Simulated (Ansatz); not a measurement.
# NaFeN (P6_3mc) from LDA to hybrids

All numbers come from Ansatz 0.2.0. (Simulation; spin polarisation is off.)

Structure: NaFeN (P6_3mc) from a database of computed structures, at its r2SCAN minimum. It is hexagonal, P6_3mc (No. 186); conventional cell a = 2.974 Å, c = 9.733 Å, 12.42 Å³ an atom. Around Na lie 4 N at 2.56–2.97 Å; around Fe lie 3 N at 1.78 Å; around N lie 3 Fe at 1.78 Å and 4 Na at 2.56–2.97 Å.

```
Na Fe N
1.0
     2.97385    0.00000    0.00000
    -1.48692    2.57543    0.00000
     0.00000    0.00000    9.73272
Na Fe N
2 2 2
Cartesian
  1.4869 0.8585 7.4048
  0.0000 1.7170 2.5384
  0.0000 0.0000 5.0439
  0.0000 0.0000 0.1775
  0.0000 1.7170 5.5047
  1.4869 0.8585 0.6384
```

On this one geometry the levels give:
```json
{"level": "LDA", "k mesh": "12×12×4", "gap (eV)": "0.29", "kind": "indirect", "edges": "K–Γ (0.48) → H", "least direct gap (eV)": "0.61"}
{"level": "PBE", "k mesh": "12×12×4", "gap (eV)": "0.34", "kind": "indirect", "edges": "K–Γ (0.50) → H", "least direct gap (eV)": "0.68"}
{"level": "r2SCAN", "k mesh": "12×12×4", "gap (eV)": "0.53", "kind": "indirect", "edges": "K–Γ (0.48) → H", "least direct gap (eV)": "0.94"}
{"level": "r2SCANh", "k mesh": "6×6×2", "gap (eV)": "1.19", "kind": "indirect", "edges": "K–Γ (0.48) → H", "least direct gap (eV)": "1.74"}
{"level": "HSE06", "k mesh": "6×6×2", "gap (eV)": "1.17", "kind": "indirect", "edges": "K–Γ (0.48) → M", "least direct gap (eV)": "1.52"}
{"level": "DDH-PBE0", "k mesh": "6×6×2", "gap (eV)": "0.60", "kind": "indirect", "edges": "K–Γ (0.48) → H", "least direct gap (eV)": "1.01"}
{"level": "PBE0", "k mesh": "6×6×2", "gap (eV)": "1.83", "kind": "indirect", "edges": "K–Γ (0.48) → M", "least direct gap (eV)": "2.19"}
```
PBE: smearing of 0.02 eV; the others have fixed occupations.
Wave cutoffs: 420 eV, 500 eV (r2SCAN, r2SCANh).
Points off the special ones are mesh points or PBE's searched band edges, reused at the other levels.

With HSE06 the valence top lies at K–Γ (0.48 of the way from K) and the conduction bottom at M, 1.17 eV higher; the smallest vertical gap, at M, is 1.52 eV.

r2SCAN covers 23 % of the step from PBE to HSE06, while HSE06 needs about 5 times r2SCAN's rough cost (on a coarser mesh). All these functionals give a gap of the same kind, indirect.

r2SCAN (ground state on 9×9×2): The electronic dielectric tensor ε∞ is 28.22 along x and y, 5.72 along z. Born charges, averaged over directions: Na +1.07, Fe -4.49, N +3.42 e. PBE (ground state on 9×9×2): The electronic dielectric tensor ε∞ is 31.83 along x and y, 6.29 along z. Born charges, averaged over directions: Na +1.08, Fe -4.56, N +3.48 e.

On the PBEsol cell (a = 2.965 Å, c = 9.762 Å), with PBEsol: All optical modes at Γ are real, from 57 to 696 cm⁻¹ without the longitudinal term; this says nothing of other wave vectors. With the long-range field the highest mode reaches 767 cm⁻¹. The program warns that the force constants, and all that is formed from them, aren't settled on this k mesh. The clamped-ion dielectric constant comes out as 31.40 along x and y, 6.29 along z. With the ions relaxed, ε⁰ is 42.2 along x and y, 9.2 along z. Born charges, averaged over directions: Na +1.08, Fe -4.59, N +3.51 e.
